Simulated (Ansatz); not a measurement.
W$_{2}$C:
```
W2C
1.0
    6.46003     0.00000     0.00000
   -3.23002     5.59455     0.00000
    0.00000     0.00000     3.03003
W C
6 3
Cartesian
  1.62275   0.00000   0.00000
 -0.81138   1.40534   0.00000
  2.41864   4.18921   0.00000
  3.81525   0.00000   1.51502
 -1.90763   3.30411   1.51502
  1.32239   2.29045   1.51502
  0.00000   0.00000   1.51502
  0.00000   3.72970   0.00000
  3.23002   1.86485   0.00000
```

Relaxed with PBE. Special points in fractions of this cell's reciprocal vectors: Γ (0.000, 0.000, 0.000); M (0.500, 0.000, 0.000); K (0.333, 0.333, 0.000); A (0.000, 0.000, 0.500); L (0.500, 0.000, 0.500); H (0.333, 0.333, 0.500).

List the band energies nearest the Fermi level at these points for the program Ansatz at the PBE level (PAW).

In eV from the Fermi level; about four levels below and three above (degenerate sets whole), none deeper than 8.9 eV; points with the same levels are listed once.

```
k                          below                above
-  -----------------------------  -------------------
Γ        -0.49 -0.49 -0.46 -0.46  0.07 0.21 0.69 0.69
M        -0.29 -0.22 -0.09 -0.02       0.19 0.50 0.95
K  -1.03 -1.03 -0.72 -0.36 -0.20       0.69 0.69 0.89
A        -2.08 -2.08 -1.27 -1.27       1.22 1.22 1.59
L        -2.40 -1.87 -1.61 -1.13       0.92 0.93 1.66
H        -2.06 -2.06 -1.40 -1.40       1.25 1.26 1.26
```

Space group P-62m. A made-up cell: these elements were put on the sites of a structure type; neither database checked (COD, Materials Project) lists it. Its standing as an ambient phase is unchecked. Symmetry was held in the PBE relaxation; its stability against distortions is not shown here. The run is not spin-polarised. Spin–orbit coupling is left out wherever it is not named.

Potentials: the later of the program's two PAW sets.
